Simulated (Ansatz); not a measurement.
A scan (energy over volume and axial ratio; atoms clamped) gave these values. Method: PBEsol (plane waves to 420 eV, PAW, scalar-relativistic; Ansatz, an electronic-structure program).

| Quantity | Value |
|---|---|
| Shear modulus C′ = (C11 − C12)/2 (fit, atoms clamped) | 95 GPa |

### Question
Of these crystals, all scanned alike, which one is it?
A) KTaO₃ (cubic perovskite)
B) EuO (rock salt)
C) ZnS (zinc blende)
D) CdSe (zinc blende)

### Answer
B, EuO (rock salt). The others have, for the shear modulus C′ = (C11 − C12)/2: ZnS 21 GPa, KTaO3 188 GPa, CdSe 9 GPa

All were relaxed with their symmetry unable to fall. EuO is run spin-polarised and with no Hubbard U. KTaO3 is run without spin polarisation. Relaxed EuO ends ferromagnetic. Spin-orbit coupling is left out. The relaxed volume of EuO is well below the measured one. Other magnetic orders were not checked, so this need not be the ground state. (This holds for the magnetic or f-shell members.) The filling of the f shell was not checked against other fillings, so treat energies with care. (This holds for the magnetic or f-shell members.) With partly filled bands, the response to shear is sensitive to the k mesh, so small differences along c/a are uncertain.

(A scan under strain: stresses follow from slopes of the energy per volume, elastic moduli from its curvatures.)
